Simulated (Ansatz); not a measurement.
La₂O₃ (La2O3 or Ni2Al3 type, P-3m1), plane-wave PAW PBE (Ansatz code). The conduction-band minimum lies at M, with 3 equivalent valleys. Second derivatives d²E/dk² of the lowest band at one valley (eV·Å²), along Cartesian directions:

```json
[
 {"direction": "[100]", "d²E/dk²": "3.228"},
 {"direction": "[010]", "d²E/dk²": "3.988"},
 {"direction": "[001]", "d²E/dk²": "8.018"},
 {"direction": "[110]", "d²E/dk²": "3.610"},
 {"direction": "[101]", "d²E/dk²": "5.624"},
 {"direction": "[011]", "d²E/dk²": "2.209"}
]
```

**Question.** Find the principal effective masses, the density-of-states mass and the conductivity mass.

**Answer.** Off-diagonal terms follow from H_xy = H[110] − (H_xx + H_yy)/2, and m*/mₑ = 7.620 eV·Å² over each eigenvalue: 0.74, 2.4, 4.5. One valley's DOS mass (m₁m₂m₃)^(1/3) = 2.0, conductivity mass 3/(Σ 1/mᵢ) = 1.5 mₑ.

**Question.** What effective density of states Nc follows at 300 K for parabolic valleys?

**Answer.** Nc = 2.509e19 × 3 × (2.0)^(3/2) ≈ 2.1e20 cm⁻³.

The PBE relaxation kept the symmetry of its start. Scalar-relativistic: spin–orbit coupling is off unless named, which matters more the heavier the elements.

Potentials: the earlier of the program's two PAW sets.

Edges and masses are those of Kohn–Sham bands, whose gap is no quasiparticle gap.
